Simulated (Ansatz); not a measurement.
BiBr₃:
```yaml
crystal:
  lattice:
    - [3.59424, 6.22066, 0.00000]
    - [-3.59424, 6.22066, 0.00000]
    - [-2.36654, 0.00000, 6.48045]
  atoms:
    - { symbol: Bi, position: [0.16637, 0.16637, 0.00000] }
    - { symbol: Bi, position: [0.83363, 0.83363, 0.00000] }
    - { symbol: Br, position: [0.07386, 0.58286, 0.74688] }
    - { symbol: Br, position: [0.92614, 0.41714, 0.25312] }
    - { symbol: Br, position: [0.58286, 0.07386, 0.25312] }
    - { symbol: Br, position: [0.41714, 0.92614, 0.74688] }
    - { symbol: Br, position: [0.76274, 0.23726, 0.74053] }
    - { symbol: Br, position: [0.23726, 0.76274, 0.25947] }
```

Plane-wave PAW r²SCAN+D4 (Ansatz code) gives a gap of 3.10 eV without spin–orbit coupling, maximum on the M–A line, 90 % of the way from M, minimum at A.

Question: What happens when spin–orbit coupling is switched on?

Answer: The gap shrinks by 0.92 eV, to 2.18 eV; maximum at A, minimum at A.

Question: Give the electron effective mass with spin–orbit coupling.

Answer: 0.67, 0.67, 4.6 mₑ (principal values).

Question: Give the hole effective mass with spin–orbit coupling.

Answer: 1.2, 3.6, 17 mₑ (principal values).

Space group C2/m. The first step of the workflow began from a Materials Project structure, measured or hypothetical; the Crystallography Open Database files this formula in space group No. 12, but the cells were not matched. Whether it is the stable phase at ambient conditions was not checked. The r²SCAN+D4 relaxation kept the symmetry of its start; whether a distortion lowers the energy is not shown.

Potentials: the later of the program's two PAW sets.
